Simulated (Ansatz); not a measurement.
GeMo$_{2}$ in space group P6_3/mmc (No. 194; Ge on 2c, Mo on 2a, Mo on 2d) at seven volumes, the program Ansatz at the PBE level (PAW), shape and atoms relaxed at each. One row is withheld.

| V (Å³/atom) | P (GPa) |
|---|---|
| 14.016 | 24.79 |
| 14.478 | 15.13 |
| 14.940 | 6.94 |
| 15.402 | 0.00 |
| 15.864 | -5.87 |
| 16.326 | -10.84 |
| 16.788 | ? |

Problem. Fit the shown pressures and predict the withheld one.

Solution. P = (3/2)B₀(x^(7/2) − x^(5/2))[1 + (3/4)(B′ − 4)(x − 1)] with x = (V₀/V)^(2/3). Least squares on the six rows gives V₀ = 15.403 Å³/atom, B₀ = 212 GPa, B′ = 4.51. At V = 16.788, x = 0.9442 and P = -15.04 GPa. The run itself gave -15.03 GPa.

A made-up cell: these elements were put on the sites of a structure type; neither database checked (COD, Materials Project) lists it. Its standing as an ambient phase is unchecked. Symmetry was held in the PBE relaxation; its stability against distortions is not shown here. The run is not spin-polarised.

Potentials: the later of the program's two PAW sets.
